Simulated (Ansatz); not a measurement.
# Al3Co2Ru: zone-centre modes

Theory: DFT PBE, scalar-relativistic, plane waves, PAW in Ansatz 0.2.0. Cutoff 420 eV, 12×12×6 k-points (Γ-centred), Fermi-Dirac smearing of 0.15 eV. No spin polarisation. Phonons by linear response, acoustic sum rule imposed.

The cell, relaxed at this level:
```
CELL_PARAMETERS angstrom
2.91912 0.00000 0.00000
0.00000 2.91912 0.00000
0.00000 0.00000 8.69204
ATOMIC_POSITIONS crystal
Al 0.00000 0.00000 0.82546
Al 0.00000 0.00000 0.17454
Al 0.00000 0.00000 0.50000
Co 0.50000 0.50000 0.33974
Co 0.50000 0.50000 0.66026
Ru 0.50000 0.50000 0.00000
```

The structure comes from a generated guess, relaxed at this level; another structure or a mixture of phases may lie lower. In a metal, frequencies depend on the k mesh and the smearing, soft modes most.

Optical modes at Γ:
| frequency (meV) | degeneracy |
| --- | --- |
| 17.4 | 2 |
| 20.1 | 2 |
| 24.0 | 1 |
| 27.5 | 1 |
| 36.1 | 2 |
| 36.2 | 2 |
| 38.7 | 2 |
| 39.2 | 1 |
| 43.2 | 1 |
| 47.6 | 1 |

All 15 optical modes at Γ are real: no displacement of atoms at fixed cell lowers the energy to second order. Strains and modes at other wave vectors aren't tested by this run.
